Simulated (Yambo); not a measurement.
BSE-type run in Yambo on CsH (CsCl type, space group Pm-3m, No. 221), at zero momentum.

Quantum ESPRESSO step (PBEsol, PseudoDojo standard norm-conserving files, fully relativistic):
```
&CONTROL
  calculation = 'nscf'
  pseudo_dir = './pseudo'
  outdir = './out'
/
&SYSTEM
  ibrav = 0
  nat = 2
  ntyp = 2
  ecutwfc = 72.0
  ecutrho = 288.0
  occupations = 'fixed'
  force_symmorphic = .true.
  nbnd = 55
  noncolin = .true.
  lspinorb = .true.
/
&ELECTRONS
  conv_thr = 2e-09
  diago_full_acc = .true.
  diago_thr_init = 1e-08
/
ATOMIC_SPECIES
H 1.0080 H.upf
Cs 132.9055 Cs.upf
CELL_PARAMETERS angstrom
  3.818410000000   0.000000000000   0.000000000000
  0.000000000000   3.818410000000   0.000000000000
  0.000000000000   0.000000000000   3.818410000000
ATOMIC_POSITIONS crystal
H   0.500000000000   0.500000000000   0.500000000000
Cs   0.000000000000   0.000000000000   0.000000000000
K_POINTS automatic
6 6 6 0 0 0
```

Yambo input:
```
rim_cut
optics
bse
bss
dipoles
em1s
RandQpts= 1000000
RandGvec= 1 Ry
FFTGvecs= 40 Ry
Chimod= "HARTREE"
BSKmod= "SEX"
BSEmod= "resonant"
BSSmod= "hs"
BSENGexx= 15 Ry
BSENGBlk= 4 Ry
% KfnQP_E
 1.934 | 1.0 | 1.0 |
%
% BSEQptR
 1 | 1 |
%
% BSEBands
 9 | 22 |
%
% BEnRange
 0.0 | 12.6 | eV
%
% BDmRange
 0.15 | 0.15 | eV
%
BEnSteps= 252
% BLongDir
 1.0 | 0.0 | 0.0 |
%
BSHayTrs= -0.02
BSSNEig= 48
WRbsWF
% BndsRnXs
 1 | 48 |
%
NGsBlkXs= 4 Ry
% LongDrXs
 1.0 | 1.0 | 1.0 |
%
```

From the report:

The dimension is k points × valence × conduction bands = 216 × 2 × 12 = 5184.
```
   [SLEPC] Approach                          : Krylov-Schur
   [SLEPC] Number of requested eigenvalues   :   48
   [SLEPC] Number of eigenvalues        [NEV]:   48
    [K] Dimension                                    :   5184
    [K] Bands                                        :   9  22
    [K] Exchange res                                 : yes
    [K] Correlation res                              : yes
    [K] W interaction is bare                        : no
    [K] RL vectors exchange                          :   389
    [K] RL vectors correlation                       :   81
    [W] Matrix size                                  :   81
    [W] Bands                                        :    1   48
    [W] Coulomb Cutoff                               : none
    [W] Hxc Kernel                                   : HARTREE
```

Geometry of the Materials Project entry, not relaxed at this level.

The structure is a Materials Project entry; no match was found in the copy of COD used, and its stability was not checked.
